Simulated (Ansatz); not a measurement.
Calculated 23Na NMR of the central transition for NaC3O3

Cell: a COD entry whose atoms were relaxed with PBE, the cell held.

```cif
data_NaC3O3
_symmetry_space_group_name_H-M 'Fddd:1'
_symmetry_Int_Tables_number 70
_cell_length_a 7.9248
_cell_length_b 11.4835
_cell_length_c 14.3208
_cell_angle_alpha 90.000
_cell_angle_beta 90.000
_cell_angle_gamma 90.000
loop_
_atom_site_label
_atom_site_type_symbol
_atom_site_symmetry_multiplicity
_atom_site_Wyckoff_symbol
_atom_site_fract_x
_atom_site_fract_y
_atom_site_fract_z
Na Na 16 f 0.2500 0.3969 0.2500
C5 C 16 g 0.7500 0.7500 0.6468
C9 C 32 h 0.9103 0.7425 0.6988
O17 O 16 g 0.7500 0.7500 0.9406
O21 O 32 h 0.4529 0.2305 0.3435
```

One atom of each set is listed; the run and its k-mesh use a cell of 28 atoms with edges of 9.18, 8.18, 6.98 Å.

Level of theory: DFT, PBE, plane waves and PAW, scalar-relativistic, 420 eV cutoff, Γ-centred 5×5×5 k-points, Fermi–Dirac smearing 0.05 eV (Ansatz 0.2.0).

23Na has I = 3/2 and Q = 104.0 mb (Pyykkö 2018); at 11.7 T its Larmor frequency is ν₀ = 131.8 MHz. Only the quadrupole interaction is simulated: positions count from each site's isotropic chemical shift, and J coupling is left out, as are shift anisotropy and dipolar coupling, which fast spinning averages.

Task: Simulate the second-order pattern (fast magic-angle spinning, Gaussian broadening 0.01 kHz) of site Na (8 O at 2.46–2.83 Å).

Result: The calculation gives C_Q = -1.06 MHz and η = 0.32, so ν_Q = 0.529 MHz and the centre of gravity lies at -1.66 ppm (-0.219 kHz).

offset (kHz), height and a bar:
```
  -0.5657          0 
  -0.5513          0 
  -0.5368          5 #
  -0.5224          7 ##
  -0.5079          7 ##
  -0.4935          8 ##
  -0.4790          8 ##
  -0.4646          8 ##
  -0.4502          8 ##
  -0.4357          8 ###
  -0.4213          9 ###
  -0.4068          9 ###
  -0.3924         16 #####
  -0.3779         34 ##########
  -0.3635         37 ###########
  -0.3491         41 ############
  -0.3346         47 ##############
  -0.3202         59 ##################
  -0.3057         95 ############################
  -0.2913         78 #######################
  -0.2768         65 ###################
  -0.2624         60 ##################
  -0.2479         57 #################
  -0.2335         56 #################
  -0.2191         56 #################
  -0.2046         56 #################
  -0.1902         58 #################
  -0.1757         61 ##################
  -0.1613         67 ####################
  -0.1468         78 #######################
  -0.1324        100 ##############################
  -0.1180         79 ########################
  -0.1035         65 ####################
  -0.0891         58 #################
  -0.0746         53 ################
  -0.0602         50 ###############
  -0.0457         45 ##############
  -0.0313         12 ####
  -0.0169          0 
  -0.0024          0
```

With a gap of 0.9 eV on this mesh, small gradients can still move by 0.1 × 10²¹ V/m² or more as the k-mesh gets denser.

The relaxation (5 steps) took 4.6 min of wall time (9.2 min of CPU time) and 1.2 GiB at its peak, on 2 threads of Arm Neoverse N1 (aarch64; 40 cores open to the job, memory cap 5.0 GiB, no GPU), a shared host with a load of 0.8 a core.
